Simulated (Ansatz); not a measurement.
**Is this TiTe2 structure stable?**

The structure comes from a generated guess, relaxed at this level; another structure or a mixture of phases may lie lower.

Theory: Ansatz 0.2.0, DFT PBE, scalar-relativistic, plane waves, PAW. Cutoff 420 eV, Γ-centred 12×12×1 mesh (3-atom cell), Gaussian smearing of 0.01 eV, no spin polarisation.

This is a two-dimensional sheet: the third axis spans vacuum and isn't periodic.

```xyz
3
Lattice="3.7478 0.0000 0.0000 -1.8739 3.2457 0.0000 0.0000 0.0000 30.9291" Properties=species:S:1:pos:R:3 pbc="T T F"
Ti    0.0000    0.0000    9.0000
Te    0.0000    2.1638    7.2138
Te    0.0000    2.1638   10.7862
```

Energies over the elements count from the elements' standard structures at the same level, with no fitted energy shifts.

Q: These tests were run: energy against the elements; phonons at Γ. What do they show?

A:

```tsv
test	result
energy against the elements	−0.590 eV/atom
phonons at Γ	lowest optical mode 57 cm⁻¹
```

It fails none of these tests. Whether a mixture of other phases lies lower isn't tested here. Phonons away from Γ weren't computed.

These runs have no spin–orbit coupling, which can matter for Te. The reference form of Te is held partly by dispersion forces, which this level lacks. The run for the phonons used a 12×12×1 k mesh.
